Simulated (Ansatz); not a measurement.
Consider the following.

V2O5:
```
CELL_PARAMETERS angstrom
      6.16956     0.00000     0.00000
      0.00000     3.52000     0.00000
     -0.00150     0.00000     6.96644
ATOMIC_POSITIONS crystal
  V  0.74080 0.25000 0.71858
  V  0.25920 0.75000 0.28142
  V  0.19388 0.25000 0.90212
  V  0.80612 0.75000 0.09788
  O  0.74113 0.75000 0.80406
  O  0.25887 0.25000 0.19594
  O  0.03853 0.25000 0.69844
  O  0.96147 0.75000 0.30156
  O  0.44299 0.25000 0.82609
  O  0.55701 0.75000 0.17391
  O  0.14333 0.75000 0.96798
  O  0.85667 0.25000 0.03202
  O  0.67584 0.25000 0.50244
  O  0.32416 0.75000 0.49756
```

This is the LDA-relaxed structure. Cartesian axes are those of the cell as given.

Question: All from plane-wave PAW LDA (Ansatz code), unless another level is named. Give the Born charges (a third of the trace).

Answer: V +5.71 to +5.94, O -2.97 to -1.18 e.

Question: And the static dielectric constant ε0 (ions relaxed, cell fixed)?

Answer: 33.3 (xx), 54.6 (yy), 6.89 (zz).

Question: What about the electronic dielectric constant ε∞ (DFPT)?

Answer: 7.39 (xx), 8.49 (yy), 4.83 (zz).

Space group P2_1/m. The first step of the workflow began from a Materials Project structure, measured or hypothetical; the Crystallography Open Database copy checked does not list it. COD files the formula under space group No. 31, 59. Whether it is the stable phase at ambient conditions was not checked. Symmetry was held in the LDA relaxation; phonons show weakly imaginary modes. No spin polarisation was allowed. No Hubbard U is applied. A crystal of weakly bound layers computed without a dispersion correction: the cell and the soft elastic constants depend strongly on that.

Potentials: the earlier of the program's two PAW sets. The files were generated under PBE; for other functionals the program regenerates the frozen cores, and for LDA and PBEsol the local potential too.
